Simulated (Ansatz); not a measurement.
**Elastic constants of Ag at 7 GPa (stress–strain coefficients): input and output**

Level of theory: DFT LDA, scalar-relativistic, plane waves, PAW in Ansatz.

Launched with:
```bash
ansatz run input.yaml --threads 1 --pin off --max-ram 3072MiB --backend cpu --events-out ev --progress --plain --runs-dir out
```

Input (bare energies are in eV):
```yaml
crystal:
  lattice:
    - [0.0, 1.9712594442, 1.9712594442]
    - [1.9712594442, 0.0, 1.9712594442]
    - [1.9712594442, 1.9712594442, 0.0]
  atoms:
    - { symbol: Ag, position: [0.0, 0.0, 0.0] }
basis:
  ecutwfc: 420
kpoints:
  mp_grid: { grid: [20, 20, 20] }
hamiltonian:
  xc: lda
scf:
  occupations: { method: fermi_dirac, width: 0.15 }
output:
  forces: true
  stress: true
  eigenvalues: true
elastic:
  mode: relaxed_ion
  amplitude: 0.005
```

From the output:
```
--- Elastic constants: 2 strain directions × 4 members + reference (group order 48) ---
  dense FFT box of the reference and of every strained cell: 20×20×20
  strains applied: 11, 23; error gains: componentwise 1.00 (the most a stress slope's error grows in a printed constant), spectral 1.73 (1 for all six strains in a standard setting)
  C = ∂σ_k/∂η_j (tension-positive GPa; Voigt order 11 22 33 23 13 12):
       211.591    159.689    159.689      0.000     -0.000      0.000
       159.689    211.591    159.689      0.000     -0.000     -0.000
       159.689    159.689    211.591      0.000      0.000     -0.000
        -0.000      0.000     -0.000     77.107     -0.000     -0.000
        -0.000     -0.000      0.000      0.000     77.107      0.000
        -0.000      0.000     -0.000      0.000     -0.000     77.107
  reference stress σ⁰ (GPa):     -7.007     -7.007     -7.007     -0.000     -0.000      0.000
  C* (energy form; C + prestress term) asymmetry max|C*_kj − C*_jk| = 2.842e-14 GPa — a small one proves nothing (zero by symmetry where the batch's group is 432, −43m or m−3m); a large one is finite-difference/SCF noise where every solve ...
  moduli (Voigt/Reuss/Hill, GPa): K = 176.99/176.99/176.99   G = 56.64/43.11/49.88   E = 136.79   ν = 0.371
  mechanically stable: yes (min eigenvalue of sym C = 51.90 GPa)
  strain η (Voigt 11):  stress-route row diagonal C_11 = 211.59 GPa, energy-path curvature d²(F+E_count+ΔE)/dδ²/Ω₀ = 211.57 GPa
    cells at ±δ against ±2δ: C21 159.72 and 159.83 GPa, apart by 0.05 % of the column's largest entry
         δ    σ_11 (GPa) F (eV) n_scf n_hpsi n_pw
    -1.000e-2      -9.1838       -7458.1409248       7  161701    308   relax 0 steps, max|allowed force component| 0.00e0 eV/Å
    -5.000e-3      -8.0803       -7458.1450505       4  130200    310   relax 0 steps, max|allowed force component| 0.00e0 eV/Å
     5.000e-3      -5.9643       -7458.1517568       4  122402    312   relax 0 steps, max|allowed force component| 0.00e0 eV/Å
     1.000e-2      -4.9514       -7458.1543650       5  138181    318   relax 0 steps, max|allowed force component| 0.00e0 eV/Å
  strain η (Voigt 23):  stress-route row diagonal C_44 = 77.11 GPa, energy-path curvature d²(F+E_count+ΔE)/dδ²/Ω₀ = 80.60 GPa
    cells at ±δ against ±2δ: C44 77.09 and 77.05 GPa, apart by 0.05 % of the column's largest entry
         δ    σ_23 (GPa) F (eV) n_scf n_hpsi n_pw
    -1.000e-2      -0.7705       -7458.1482711       6  270824    312   relax 0 steps, max|allowed force component| 0.00e0 eV/Å
    -5.000e-3      -0.3855       -7458.1485601       3  212831    311   relax 0 steps, max|allowed force component| 0.00e0 eV/Å
     5.000e-3       0.3855       -7458.1485601       3  207445    311   relax 0 steps, max|allowed force component| 0.00e0 eV/Å
     1.000e-2       0.7705       -7458.1482711       5  242197    312   relax 0 steps, max|allowed force component| 0.00e0 eV/Å
```

The run took 3.5 min on 1 thread of Intel(R) Xeon(R) Processor @ 2.50GHz (Skylake/Cascade Lake), on a shared host, peak memory 0.53 GiB.

In a metal, frequencies and elastic constants depend on the k mesh and the smearing, soft modes and shear constants most.